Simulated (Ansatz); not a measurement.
This run works on a proposed trial structure, not on a known crystal.

Input and command of a plane-wave DFT calculation in Ansatz:

```yaml
crystal:
  lattice:
    - [3.0142726186, 0.0, 0.0]
    - [-1.5071363093, 2.6104366617, 0.0]
    - [0.0, 0.0, 18.5448477483]
  atoms:
    - { symbol: Si, position: [0.6666666667, 0.3333333333, 0.2664738884] }
    - { symbol: Si, position: [0.3333333333, 0.6666666667, 0.1339090562] }
    - { symbol: Si, position: [0.0, 0.0, 1.0017972611] }
    - { symbol: Si, position: [0.3333333333, 0.6666666667, 0.7976063682] }
    - { symbol: Si, position: [0.6666666667, 0.3333333333, 0.6643981804] }
    - { symbol: Si, position: [0.0, 0.0, 0.3989532492] }
    - { symbol: Si, position: [0.3333333333, 0.6666666667, 0.531393109] }
    - { symbol: Si, position: [0.3333333333, 0.6666666667, 0.9212496077] }
    - { symbol: C, position: [0.3333333333, 0.6666666667, 0.233150293] }
    - { symbol: C, position: [0.0, 0.0, 0.1010330935] }
    - { symbol: C, position: [0.6666666667, 0.3333333333, 0.7647938061] }
    - { symbol: C, position: [0.3333333333, 0.6666666667, 0.6312119285] }
    - { symbol: C, position: [0.6666666667, 0.3333333333, 0.3658216284] }
    - { symbol: C, position: [0.0, 0.0, 0.4985085307] }
basis:
  ecutwfc: 420
kpoints:
  mp_grid: { grid: [12, 12, 2] }
hamiltonian:
  xc: pbe
scf:
  occupations: { method: gaussian, width: 0.1 }
output:
  forces: true
  stress: true
  eigenvalues: true
relax:
  adjacent_minimum: "off"
  f_tol: 0.01
  max_steps: 30
  cell: { stress_tol: 0.1, fix: [volume] }
```

```bash
ansatz run input.yaml --threads 1 --pin off --max-ram 2560MiB --backend cpu --events-out ev --progress --plain --runs-dir out
```

Processor: Intel(R) Xeon(R) Platinum 8259CL CPU @ 2.50GHz (Skylake/Cascade Lake), 1 thread, on a host shared with other jobs.

Question: Estimate time, memory and problem size.

Answer: About 110 s, peak memory 0.54 GiB. It solves 42 bands at 38 k points (after reduction by symmetry) with about 2751 plane waves, in 31 SCF iterations over 4 ionic steps.
